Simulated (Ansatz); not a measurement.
La₂O₃ (La2O3 or Ni2Al3 type, space group No. 164) at seven volumes, DFT-LDA in the program Ansatz with PAW potentials, shape and atoms relaxed at each. One row is withheld.

```csv
V (Å³/atom),P (GPa)
14.140,?
14.606,8.53
15.072,3.98
15.538,0.00
16.004,-3.49
16.470,-6.53
16.937,-9.17
```

Problem. Fit the shown pressures and predict the withheld one.

Solution. P = (3/2)B₀(x^(7/2) − x^(5/2))[1 + (3/4)(B′ − 4)(x − 1)] with x = (V₀/V)^(2/3). Least squares on the six rows gives V₀ = 15.537 Å³/atom, B₀ = 124 GPa, B′ = 3.52. At V = 14.140, x = 1.0648 and P = 13.78 GPa. The run itself gave 13.77 GPa.

Space group P-3m1 (La2O3 or Ni2Al3 type). The LDA relaxation kept the symmetry of its start; phonons on a q-mesh show no instability. Scalar-relativistic: spin–orbit coupling is off unless named, which matters more the heavier the elements.

Potentials: the later of the program's two PAW sets.
